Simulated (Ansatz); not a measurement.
Rh$_{2}$O$_{3}$:
```
Rh2O3
1.0
    7.22539     0.00000     0.00000
    0.00000     5.16347     0.00000
    0.00000     0.00000     5.34977
Rh O
8 12
Cartesian
  0.77505   3.87170   0.16187
  6.45034   1.29177   5.18790
  2.83764   3.87351   2.83676
  4.38774   1.28996   2.51302
  4.38774   3.87351   5.18790
  2.83764   1.28996   0.16187
  6.45034   3.87170   2.51302
  0.77505   1.29177   2.83676
  0.00000   0.25633   1.33744
  0.00000   4.90714   4.01233
  3.61269   2.32540   4.01233
  3.61269   2.83806   1.33744
  6.13170   3.13347   0.60343
  1.09368   2.03000   4.74634
  4.70638   4.61173   3.27831
  2.51901   0.55173   2.07146
  2.51901   4.61173   4.74634
  4.70638   0.55173   0.60343
  1.09368   3.13347   2.07146
  6.13170   2.03000   3.27831
```

DFT-PBEsol in the program Ansatz with PAW potentials gives a gap of 0.56 eV without spin–orbit coupling, maximum on the Y–Γ line, 69 % of the way from Y, minimum on the Y–Γ line, 52 % of the way from Y.

### Question
What happens when spin–orbit coupling is switched on?

### Answer
The gap rises by 0.02 eV, to 0.58 eV; maximum on the Y–Γ line, 69 % of the way from Y, minimum on the Y–Γ line, 52 % of the way from Y.

### Question
Give the electron effective mass with spin–orbit coupling.

### Answer
0.65, 1.2, 2.0 mₑ (principal values).

Space group Pbcn. The first step of the workflow began from a Materials Project structure, measured or hypothetical; the Crystallography Open Database copy checked does not list it. COD files the formula under space group No. 167, so this cell is another polymorph or a model. Its standing as an ambient phase is unchecked. The PBEsol relaxation kept the symmetry of its start; of distortions, only those at the zone centre were tested. The run is not spin-polarised.

Potentials: the later of the program's two PAW sets.
